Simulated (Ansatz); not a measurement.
## Formation energy of SrVO3

The computed numbers are results of r²SCAN, scalar-relativistic (collinear spin) in the plane-wave PAW code Ansatz at 500 eV, 8×8×8 k-mesh, Gaussian smearing of 0.05 eV. The datasets are Ansatz's generated set soft_2.

The chain of runs began from a cell as deposited in COD, expanded in volume.

Symmetry: Pm-3m, No. 221, cubic system. The conventional cell has a = 3.840 Å, b = 3.840 Å, c = 3.840 Å, α = 90.00°, β = 90.00°, γ = 90.00°. Sr (site symmetry m-3m) is surrounded by 12 O at 2.72 Å. V (site symmetry m-3m) has 6 O at 1.92 Å as nearest neighbours. Around O (site symmetry 4/mmm) lie 2 V at 1.92 Å. (Neighbours are counted to 15 % beyond the shortest distance.)

The elements were computed in their standard states (gases as isolated molecules) with the same datasets, cutoff and functional. The compound's run is ferromagnetic, with site spin moments V 0.82 μB. Absolute energies hang on the potentials; compare differences alone.

Energy of the relaxed cell (5 atoms, smearing extrapolated to zero): -8185.333 eV. Elements, in eV/atom: Sr -3555.110, V -2917.066, O -565.983.

**Question.** What is the formation energy?

**Answer.** [-8185.333 − (1 × -3555.110 + 1 × -2917.066 + 3 × -565.983)] / 5 = -3.04 eV/atom, or -293 kJ per mole of atoms.

The value is for 0 K, without zero-point energy and without any correction for the binding of gas molecules. Uncorrected semilocal values for oxides, chalcogenides and halides often miss by tenths of an eV an atom. A negative value shows stability against the elements alone, not against other compounds or structures.

The run wasn't fully tested for a lower electronic state. Site moments are of spin, integrated over atomic spheres. No antiparallel order was tried.
